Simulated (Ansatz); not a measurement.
A relaxed structure of GaN is spoiled in several ways and relaxed again each time (noise and exchanges are one random draw each; pressure is positive under compression). Level of theory: PBEsol (plane waves to 420 eV, PAW, scalar-relativistic; Ansatz, a first-principles code).

```cif
data_Ga4N4
_chemical_formula_sum 'Ga4 N4'
_space_group_name_H-M_alt 'P63mc'
_space_group_IT_number 186
_space_group_name_Hall 'P 6c -2c'
_cell_length_a 3.18141
_cell_length_b 3.18141
_cell_length_c 10.37909
_cell_angle_alpha 90.000
_cell_angle_beta 90.000
_cell_angle_gamma 120.000
loop_
_atom_site_label
_atom_site_type_symbol
_atom_site_symmetry_multiplicity
_atom_site_Wyckoff_symbol
_atom_site_fract_x
_atom_site_fract_y
_atom_site_fract_z
_atom_site_occupancy
Ga1 Ga 2 a 0.00000 0.00000 0.00049 1
Ga2 Ga 2 b 0.33333 0.66667 0.25021 1
N1 N 2 a 0.00000 0.00000 0.31254 1
N2 N 2 b 0.33333 0.66667 0.06238 1
```

```
change                                                                                                          first pressure (GPa)  first V (Å³/atom)  released (eV/atom)  moves                outcome  final group  E − E(parent) (eV/atom)
--------------------------------------------------------------------------------------------------------------  --------------------  -----------------  ------------------  -----  ---------------------  -----------  -----------------------
with every coordinate shifted by Gaussian noise of σ = 0.2 Å                                                                    11.6              11.37                0.44      5  returns to the parent        P6₃mc                    0.000
deformed by the Cartesian strain tensor (xx, yy, zz, yz, xz, xy) = (0.066, 0.125, 0.035, -0.015, 0.087, 0.102)            (withheld)              13.89          (withheld)      6             (withheld)   (withheld)               (withheld)
shaken by Gaussian noise of σ = 0.08 Å a coordinate                                                                              4.4              11.37                0.16      5  returns to the parent        P6₃mc                    0.000
```

Q: Fill in the missing entries.

A: 
- deformed by the Cartesian strain tensor (xx, yy, zz, yz, xz, xy) = (0.066, 0.125, 0.035, -0.015, 0.087, 0.102), first pressure (GPa): -19.5
- deformed by the Cartesian strain tensor (xx, yy, zz, yz, xz, xy) = (0.066, 0.125, 0.035, -0.015, 0.087, 0.102), released (eV/atom): 0.48
- deformed by the Cartesian strain tensor (xx, yy, zz, yz, xz, xy) = (0.066, 0.125, 0.035, -0.015, 0.087, 0.102), outcome: returns to the parent
- deformed by the Cartesian strain tensor (xx, yy, zz, yz, xz, xy) = (0.066, 0.125, 0.035, -0.015, 0.087, 0.102), final group: P6₃mc
- deformed by the Cartesian strain tensor (xx, yy, zz, yz, xz, xy) = (0.066, 0.125, 0.035, -0.015, 0.087, 0.102), E − E(parent) (eV/atom): 0.000

First-step values come from each run's starting, coarser k-mesh (8×8×3, 7×8×3). The runs use different k-meshes, so differences are rounded accordingly. No spin polarisation in the result.

The first start was generated by placing the elements on the sites of a structure type. A measured structure of GaN has the same space group, P6₃mc (No. 186); the sites were not compared with it.
